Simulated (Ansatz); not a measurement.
La (dhcp (α-La type), space group No. 194) at seven volumes, PBE (plane waves, PAW; program Ansatz), shape and atoms relaxed at each. One row is withheld.

| V (Å³/atom) | P (GPa) |
|---|---|
| 33.781 | 2.61 |
| 34.895 | 1.64 |
| 36.009 | 0.78 |
| 37.122 | 0.00 |
| 38.236 | -0.71 |
| 39.350 | -1.35 |
| 40.463 | ? |

**Question.** Fit the shown pressures and predict the withheld one.

**Answer.** P = (3/2)B₀(x^(7/2) − x^(5/2))[1 + (3/4)(B′ − 4)(x − 1)] with x = (V₀/V)^(2/3). Least squares on the six rows gives V₀ = 37.116 Å³/atom, B₀ = 24.8 GPa, B′ = 2.44. At V = 40.463, x = 0.9441 and P = -1.92 GPa. The run itself gave -1.93 GPa.

Space group P6_3/mmc (dhcp (α-La type)). Symmetry was held in the PBE relaxation. Scalar-relativistic: spin–orbit coupling is off unless named, which matters more the heavier the elements.

Potentials: the later of the program's two PAW sets.
